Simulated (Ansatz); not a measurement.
Relaxed candidate structures of GaN:

A. Fm-3m (No. 225), cF8, rock salt type; a = b = c = 4.2170 Å, α = β = γ = 90.00°; Ga 4a (0.000, 0.000, 0.000); N 4b (0.500, 0.500, 0.500)

B. P6₃mc (No. 186), hP4, wurtzite type; a = 3.1831 Å, b = 3.1831 Å, c = 5.1836 Å, α = 90.00°, β = 90.00°, γ = 120.00°; Ga 2b (0.667, 0.333, 0.001); N 2b (0.333, 0.667, 0.124)

C. P6₃mc (No. 186), hP12, AFLOW prototype AB_hP12_186_a2b_a2b (B6, as in SiC); a = 3.1812 Å, b = 3.1812 Å, c = 15.5714 Å, α = 90.00°, β = 90.00°, γ = 120.00°; Ga 2a (0.000, 0.000, 0.500); Ga 2b (0.333, 0.667, 0.333); Ga 2b (0.667, 0.333, 0.167); N 2a (0.000, 0.000, 0.375); N 2b (0.333, 0.667, 0.208); N 2b (0.667, 0.333, 0.041)

D. P-4n2 (No. 118), tP8; a = 5.101 Å, b = 5.101 Å, c = 3.083 Å, α = 90.00°, β = 90.00°, γ = 90.00°; Ga 2a (0.000, 0.000, 0.000); Ga 2c (0.000, 0.500, 0.250); N 4f (0.302, 0.198, 0.250)

### Question
Rank these by energy per atom (lowest first), as r2SCAN (plane waves to 500 eV, PAW, scalar-relativistic; Ansatz, a first-principles code) gives it.

### Answer
B (reference, the lowest of the structures calculated here), C (+0.005 eV/atom), A (+0.475 eV/atom), D (+0.658 eV/atom)

### Question
Give each candidate's band gap.

### Answer
No candidate is metallic. A: 1.16 eV (no spin-orbit coupling); B: 2.35 eV (no spin-orbit coupling); C: 2.23 eV (no spin-orbit coupling); D: 1.61 eV (no spin-orbit coupling).

4 runs with a doubtful electronic state, a coarser numerical grid, an end not at rest or a source that can't be used are left out. 3 generated cells of layers, chains or molecules, poorly bound without dispersion, are left out. Each run could gain symmetry but not lose that of its start, so entries can be saddle points. From databases, or of a type measured for this composition: Fm-3m, cF8, rock salt type; P6₃mc, hP4, wurtzite type; the others are generated cells (placed on structure types, drawn at random, substituted or restacked) that were not matched to a known phase here. Energies are at zero temperature and pressure, without zero-point motion. The runs use different k-meshes, so differences are rounded accordingly. No spin polarisation in the result. Gaps of cells over 8 atoms come from the SCF mesh and high-symmetry points alone.
